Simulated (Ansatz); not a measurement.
## Polymorphs and borrowed structures of InGeCl5

InGeCl5 was placed in 3 structures, borrowed from other compounds or built from prototypes, and relaxed with PBEsol and then r2SCAN+rVV10 in the plane-wave code Ansatz, symmetry kept. Energies are static, from a final single point; gaps are the least over its mesh and special points. Simulated, non-magnetic, generated structures, which need not be known phases.

| start | ends in | volume (Å³/atom) | energy, r2SCAN+rVV10 (meV/atom) | gap, r2SCAN+rVV10 (eV) | shaken (PBEsol) |
| --- | --- | --- | --- | --- | --- |
| MgPPd5 type (No. 123) | P4/mmm | 21.51 | 452 | metal | falls 488 meV |
| SiSnPd5 type (No. 123) | P4/mmm | 21.41 | 265 | 1.31 | falls 384 meV |
| AlCrF5 type (No. 71) | Immm | 28.47 | 0 | 1.95 | falls 56 meV |

Energies count from the lowest cell; the last column tells what a randomly displaced small cell does when relaxed without symmetry, which tests only the distortions that fit it.

Of the symmetric cells the lowest is the one started from AlCrF5 type (No. 71), which ends in Immm (No. 71), 265 meV an atom below the next (SiSnPd5 type (No. 123)). With PBEsol alone and the shaken cells counted, the lowest of the cells computed is the shaken one from SiSnPd5 type (No. 123) (P1), about 130 meV an atom below the lowest symmetric cell, that from AlCrF5 type (No. 71). Other structures, not tried here, could lie lower.

The cells shaken are PBEsol's, whose volumes can differ from those tabled by ten per cent. The falls are PBEsol's, in meV an atom on the shaken cell's own mesh; a cell that falls isn't a minimum, and its place in the table may change once it distorts.

The cells in order of energy (the first three):
- AlCrF5 type (No. 71): Immm, 28.47 Å³ an atom. In has 6 Cl at 2.47–2.54 Å; Ge has 6 Cl at 2.48–2.90 Å; Cl has 1 In at 2.49 Å and 2 Ge at 2.90 Å; Cl has 1 Ge at 2.48 Å and 1 In at 2.54 Å; Cl has 2 In at 2.47 Å.
- SiSnPd5 type (No. 123): P4/mmm, 21.41 Å³ an atom. In is surrounded by 8 Cl at 2.71 Å; Ge is surrounded by 12 Cl at 3.14–3.16 Å; Cl is surrounded by 4 Ge at 3.14 Å; Cl is surrounded by 2 In at 2.71 Å and 2 Ge at 3.16 Å.
- MgPPd5 type (No. 123): P4/mmm, 21.51 Å³ an atom. In is surrounded by 12 Cl at 3.05–3.24 Å; Ge is surrounded by 10 Cl at 2.78–3.57 Å; Cl is surrounded by 2 Ge at 2.78 Å and 2 In at 3.05 Å; Cl is surrounded by 4 In at 3.24 Å and 2 Ge at 3.57 Å.

The lowest symmetric cell:
```
In Ge Cl
1.0
    -2.47200    4.01351    5.02095
     2.47200   -4.01351    5.02095
     2.47200    4.01351   -5.02095
In Ge Cl
1 1 5
Cartesian
  0.0000 0.0000 5.0209
  0.0000 0.0000 0.0000
  0.0000 2.4897 5.0209
  2.4720 1.5238 0.0000
  0.0000 0.0000 2.4845
  0.0000 0.0000 7.5574
  0.0000 4.0135 0.0000
```

Spin-orbit coupling is left out.
